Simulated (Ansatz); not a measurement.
The relaxed structure here is a generated cell of La2O3: the first start was made by placing the elements on the sites of a structure type, and the end was not matched to a known phase here, so it may be hypothetical. Known forms of La2O3 include space group No. 164.

A relaxed structure of La₂O₃. Space group P4/mbm (No. 127). Method: r2SCAN (plane waves to 500 eV, PAW, scalar-relativistic; Ansatz, a first-principles code).

Space group P4/mbm (No. 127); a = b = 6.736 Å, c = 3.420 Å, α = β = γ = 90.00°

```json
[
 {"atom": "O", "site": "2a", "symmetry": "4/m..", "x": "0.0000", "y": "0.0000", "z": "0.0000"},
 {"atom": "O", "site": "4h", "symmetry": "m.2m", "x": "0.1405", "y": "0.3595", "z": "0.5000"},
 {"atom": "La", "site": "4g", "symmetry": "m.2m", "x": "0.3178", "y": "0.1822", "z": "0.0000"}
]
```

Q: What band gap does r2SCAN give?

A: 1.72 eV, direct within 0.03 eV (at Γ) (no spin-orbit coupling).

Q: Predict the smallest direct gap from r2SCAN.

A: 1.73 eV at Γ.

No spin polarisation in the result.

The run could not lose the symmetry of its start: the end is stationary, and may be a saddle point rather than a minimum.
